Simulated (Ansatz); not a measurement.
Cs₂KYCl₆ in space group Fm-3m (No. 225; K on 4b, Cs on 8c, Y on 4a, Cl on 24e), LDA (plane waves, PAW; program Ansatz), all energies at zero smearing, with the estimated change up to a 700 eV cutoff added, with one set of potentials and settings (totals compare only within such a set). Cell of 10 atoms (1 K, 2 Cs, 1 Y, 6 Cl): -22537.640 eV.

```csv
element,reference phase,E (eV/atom)
K,"R-3m, 3 atoms in the cell",-1496.2508
Cs,"P6_3/mmc, 2 atoms in the cell",-5504.8697
Y,"P6_3/mmc, 2 atoms in the cell",-3745.5584
Cl,"Cmce, 4 atoms in the cell",-1044.0601
```

Formation energy per atom, worked out: (-22537.640 − 1×(-1496.2508) − 2×(-5504.8697) − 1×(-3745.5584) − 6×(-1044.0601))/10 = -2.173 eV/atom (-210 kJ per mol of atoms), at 0 K, without zero-point energy or fitted corrections.

The first step of the workflow began from a Materials Project structure, measured or hypothetical; the Crystallography Open Database copy checked does not list it. Its standing as an ambient phase is unchecked. The LDA relaxation kept the symmetry of its start. At this level the phase is dynamically unstable (imaginary phonons). No spin polarisation was allowed. The references are the lowest solids computed at this level, not always the standard phases (solids in place of the gases). Scalar-relativistic: spin–orbit coupling is off unless named, which matters more the heavier the elements.

Potentials: the later of the program's two PAW sets.
